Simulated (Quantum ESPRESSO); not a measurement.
pw.x input (Quantum ESPRESSO 7.5; PBEsol, PseudoDojo standard norm-conserving files, scalar-relativistic):

```
&CONTROL
  calculation = 'scf'
  pseudo_dir = './pseudo'
  outdir = './out'
  tprnfor = .true.
  tstress = .true.
/
&SYSTEM
  ibrav = 0
  nat = 6
  ntyp = 3
  ecutwfc = 84.0
  ecutrho = 336.0
  occupations = 'smearing'
  smearing = 'fd'
  degauss = 0.002
  nbnd = 28
/
&ELECTRONS
  conv_thr = 6e-10
/
ATOMIC_SPECIES
N 14.0070 N.upf
Cl 35.4500 Cl.upf
Ti 47.8670 Ti.upf
CELL_PARAMETERS angstrom
  3.249439771000   0.000000000000   0.000000000000
  0.000000000000   3.928262981000   0.000000000000
  0.000000000000   0.000000000000   7.766359423000
ATOMIC_POSITIONS crystal
N   0.000000000000   0.000000000000   0.950205967500
N   0.500000000000   0.500000000000   0.049794032500
Cl   0.500000000000   0.500000000000   0.665279891700
Cl   0.000000000000   0.000000000000   0.334720108300
Ti   0.500000000000   0.000000000000   0.099168434300
Ti   0.000000000000   0.500000000000   0.900831565700
K_POINTS automatic
8 8 4 0 0 0
```

End of the output:

```

[...]
     the Fermi energy is     6.9293 ev
!    total energy              =    -344.70696856 Ry
     estimated scf accuracy    <          4.1E-11 Ry
     smearing contrib. (-TS)   =      -0.00000004 Ry
     internal energy E=F+TS    =    -344.70696852 Ry
     The total energy is F=E-TS. E is the sum of the following terms:
     one-electron contribution =    -270.51621378 Ry
     hartree contribution      =     150.90259214 Ry
     xc contribution           =     -64.36455149 Ry
     ewald contribution        =    -160.72879539 Ry
     convergence has been achieved in  20 iterations
     Forces acting on atoms (cartesian axes, Ry/au):
     atom    1 type  1   force =     0.00000000    0.00000000    0.00510968
     atom    2 type  1   force =     0.00000000    0.00000000   -0.00510968
     atom    3 type  2   force =     0.00000000    0.00000000    0.00779778
     atom    4 type  2   force =     0.00000000    0.00000000   -0.00779778
     atom    5 type  3   force =     0.00000000    0.00000000   -0.00600484
     atom    6 type  3   force =     0.00000000    0.00000000    0.00600484
     Total force =     0.015683     Total SCF correction =     0.000010
     Computing stress (Cartesian axis) and pressure
          total   stress  (Ry/bohr**3)                   (kbar)     P=      -14.01
  -0.00012410   0.00000000   0.00000000          -18.26        0.00        0.00
   0.00000000  -0.00007418   0.00000000            0.00      -10.91        0.00
   0.00000000   0.00000000  -0.00008743            0.00        0.00      -12.86
```
In a gapped system the printed Fermi energy is only some level inside the gap.

Geometry relaxed with PBE+D3(BJ).
